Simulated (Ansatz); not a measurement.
TiC (rock salt)

```yaml
crystal:
  lattice:
    - [0.00000, 2.14664, 2.14664]
    - [2.14664, 0.00000, 2.14664]
    - [2.14664, 2.14664, 0.00000]
  atoms:
    - { symbol: C, position: [0.00000, 0.00000, 0.00000] }
    - { symbol: Ti, position: [0.50000, 0.50000, 0.50000] }
```

In this cell atom 1 (C, nearest neighbour Ti at 2.147 Å; its periodic images, 3.0 Å or more away, move with it) is moved by s towards the nearest neighbour, unit vector (0.000, 0.000, 1.000); all other atoms and the cell stay fixed.

The numbers are results of PBEsol (plane waves to 420 eV, PAW, scalar-relativistic; Ansatz, a program for electronic structure), not measurements. k mesh 15×15×15 (Γ-centred), Fermi-Dirac smearing 0.05 eV. E stands for the smeared free energy. With partly filled bands, energies and forces of such displacements shift with the k mesh and the smearing. TiC is run without spin polarisation. TiC was relaxed with its symmetry unable to fall. ΔE is measured from the undisplaced structure.

Problem. Predict the ΔE (meV/cell) at s (Å) = -0.210, -0.168, -0.126, -0.084, 0.042, 0.084, 0.168, 0.210.

Solution. 
| s (Å) | ΔE (meV/cell) |
|---|---|
| -0.210 | 228 |
| -0.168 | 143 |
| -0.126 | 80 |
| -0.084 | 36 |
| 0.042 | 9 |
| 0.084 | 36 |
| 0.168 | 143 |
| 0.210 | 228 |

(For displaced atoms, the force is minus the slope of the energy, and its curvature is a force constant, which sets phonon frequencies.)
